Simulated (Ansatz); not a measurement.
Hf:
```xyz
1
Lattice="-1.7689 1.7689 1.7689 1.7689 -1.7689 1.7689 1.7689 1.7689 -1.7689" Properties=species:S:1:pos:R:3 pbc="T T T"
Hf     0.0000     0.0000     0.0000
```

Relaxed with r²SCAN. Special points in fractions of this cell's reciprocal vectors: Γ (0.000, 0.000, 0.000); H (0.500, -0.500, 0.500); N (0.000, 0.000, 0.500); P (0.250, 0.250, 0.250).

List the band energies nearest the Fermi level at these points for the program Ansatz at the r²SCAN level (PAW).

In eV from the Fermi level; about four levels below and three above (degenerate sets whole), none deeper than 8.9 eV; points with the same levels are listed once.

| k | below | above |
|---|---|---|
| Γ | -7.41 | 1.76 1.76 1.76 |
| H | -2.76 -2.76 | 7.17 7.17 7.17 |
| N | -3.51 -0.42 | 0.95 4.50 5.51 |
| P | -0.71 -0.71 -0.71 | 5.68 5.68 6.50 |

Space group Im-3m (bcc (W type)). This is a known high-temperature phase of the composition, computed here at zero pressure and temperature. The r²SCAN relaxation kept the symmetry of its start. At this level the phase is mechanically unstable. The run is not spin-polarised. Scalar-relativistic: spin–orbit coupling is off unless named, which matters more the heavier the elements.

Potentials: the later of the program's two PAW sets.
